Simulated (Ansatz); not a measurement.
The relaxation started from an entry of Materials Project.

A relaxed cell of Cs₂LiAlF₆ (P-3m1 (No. 164)), relaxed on a k-mesh at least as fine as the one used below. These are r2SCAN (plane waves to 500 eV, PAW, scalar-relativistic; Ansatz, a first-principles code) values and carry that method's errors. Γ-centred k-mesh 5×5×5 on the run's cell (coarser than for final values), Fermi–Dirac smearing 0.05 eV.

```
Cs2LiAlF6
1.0
    6.19457     0.00000     0.00000
   -3.09729     5.36466     0.00000
    0.00000     0.00000     4.96772
Cs Li Al F
2 1 1 6
Cartesian
  0.00000   3.57644   1.13292
  3.09729   1.78822   3.83480
  0.00000   0.00000   0.00000
  0.00000   0.00000   2.48386
  4.94398   0.72203   1.38569
 -1.84669   4.64263   3.58203
  3.09729   3.92059   1.38569
  0.00000   1.44407   3.58203
  1.25060   0.72203   1.38569
  1.84669   4.64263   3.58203
```

The atoms are displaced by (Å):

```csv
atom,ux,uy,uz
Cs1,-0.034,0.091,0.054
Cs2,-0.063,0.037,0.086
Li3,-0.015,0.081,-0.018
Al4,0.021,0.180,0.016
F5,-0.003,-0.020,0.034
F6,-0.060,-0.080,-0.057
F7,-0.132,-0.031,-0.025
F8,0.022,0.070,-0.067
F9,-0.007,-0.079,0.147
F10,0.049,-0.122,0.093
```

### Question
What forces (eV/Å) and pressure result?

### Answer
```json
[
 {"atom": "Cs1", "Fx": "0.07", "Fy": "-0.01", "Fz": "-0.03"},
 {"atom": "Cs2", "Fx": "0.19", "Fy": "0.17", "Fz": "-0.03"},
 {"atom": "Li3", "Fx": "-0.19", "Fy": "-0.78", "Fz": "0.25"},
 {"atom": "Al4", "Fx": "-2.27", "Fy": "-5.11", "Fz": "0.88"},
 {"atom": "F5", "Fx": "-0.34", "Fy": "0.72", "Fz": "-0.27"},
 {"atom": "F6", "Fx": "0.28", "Fy": "0.68", "Fz": "0.42"},
 {"atom": "F7", "Fx": "0.38", "Fy": "0.57", "Fz": "0.16"},
 {"atom": "F8", "Fx": "-0.22", "Fy": "1.03", "Fz": "1.46"},
 {"atom": "F9", "Fx": "2.16", "Fy": "1.38", "Fz": "-2.44"},
 {"atom": "F10", "Fx": "-0.06", "Fy": "1.34", "Fz": "-0.41"}
]
```

Pressure +2.3 GPa.

### Question
Estimate the energy cost of the displacement in the harmonic approximation and compare with the calculation.

### Answer
For a harmonic well ΔE = −½ Σ F·u = 0.969 eV a cell, or 97 meV/atom. The calculated energy relative to the undisplaced cell is +0.095 eV/atom, so the harmonic estimate holds well.

No spin polarisation in the result.

The run that gave the undisplaced cell could not lose the symmetry of its start; a randomly shaken copy of 10 atoms returns to this structure.
